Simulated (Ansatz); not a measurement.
NiP in space group Pbca (No. 61; Ni on 8c, P on 8c) under volume change, DFT-r²SCAN in the program Ansatz with PAW potentials, shape and atoms relaxed at each volume.

```
V (Å³/atom)  E − E(relaxed) (meV/atom)  P (GPa)
-----------  -------------------------  -------
11.374                            61.5    19.22
11.749                            25.7    11.64
12.124                             6.1     5.33
12.499                             0.0     0.00
12.874                             5.4    -4.50
13.249                            20.4    -8.21
13.624                            43.3   -11.28
```

Question: What does a third-order Birch–Murnaghan fit give for V₀, B₀ and B′?

Answer: V₀ = 12.50 Å³/atom, B₀ = 162 GPa, B′ = 4.9.

The workflow started from a Materials Project entry (that database holds measured and hypothetical structures alike); the Crystallography Open Database files this formula in space group No. 61, but the cells were not matched. Whether it is the stable phase at ambient conditions was not checked. The r²SCAN relaxation kept the symmetry of its start; whether a distortion lowers the energy is not shown. No spin polarisation was allowed.

Potentials: the later of the program's two PAW sets.
